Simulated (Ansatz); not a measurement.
InGaAs2 in space group P-4m2 (No. 115; In on 1d, Ga on 1b, As on 2g), plane-wave PAW PBE (Ansatz code), all energies at zero smearing, with the estimated change up to a 700 eV cutoff added, with one set of potentials and settings (totals compare only within such a set). Cell of 4 atoms (1 In, 1 Ga, 2 As): -19094.253 eV.

```tsv
element	reference phase	E (eV/atom)
In	I4/mmm, 1 atoms in the cell	-5597.8481
Ga	Cmce, 4 atoms in the cell	-3783.0209
As	R-3m, 2 atoms in the cell	-4856.1377
```

Formation energy per atom, worked out: (-19094.253 − 1×(-5597.8481) − 1×(-3783.0209) − 2×(-4856.1377))/4 = -0.277 eV/atom (-27 kJ per mol of atoms), at 0 K, without zero-point energy or fitted corrections.

The first step of the workflow began from a Materials Project structure, measured or hypothetical; the Crystallography Open Database copy checked does not list it. With In and Ga taken as one species the cell has the higher symmetry F-43m, so it may be an ordered model of a mixed-site phase. Whether it is the stable phase at ambient conditions was not checked. The cell was relaxed with PBE under the symmetry of its start; of distortions, only those at the zone centre were tested. The references are the lowest solids computed at this level, not always the standard phases.

Potentials: the later of the program's two PAW sets.
